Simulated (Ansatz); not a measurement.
Zr2Sb in space group I4/mmm (No. 139; Zr on 4c, Zr on 4e, Sb on 4e), PBE in the plane-wave PAW code Ansatz, all energies at zero smearing, with the estimated change up to a 700 eV cutoff added, with one set of potentials and settings (totals compare only within such a set). Cell of 6 atoms (4 Zr, 2 Sb): -29708.231 eV.

```csv
element,reference phase,E (eV/atom)
Zr,"P6_3/mmc, 2 atoms in the cell",-4183.8362
Sb,"R-3m, 2 atoms in the cell",-6484.4916
```

Formation energy per atom, worked out: (-29708.231 − 4×(-4183.8362) − 2×(-6484.4916))/6 = -0.651 eV/atom (-63 kJ per mol of atoms), at 0 K, without zero-point energy or fitted corrections.

The workflow started from a Materials Project entry (that database holds measured and hypothetical structures alike); the Crystallography Open Database copy checked does not list it. Its standing as an ambient phase is unchecked. Symmetry was held in the PBE relaxation; its stability against distortions is not shown here. No spin polarisation was allowed. The references are the lowest solids computed at this level, not always the standard phases. Scalar-relativistic: spin–orbit coupling is off unless named, which matters more the heavier the elements.

Potentials: the later of the program's two PAW sets.
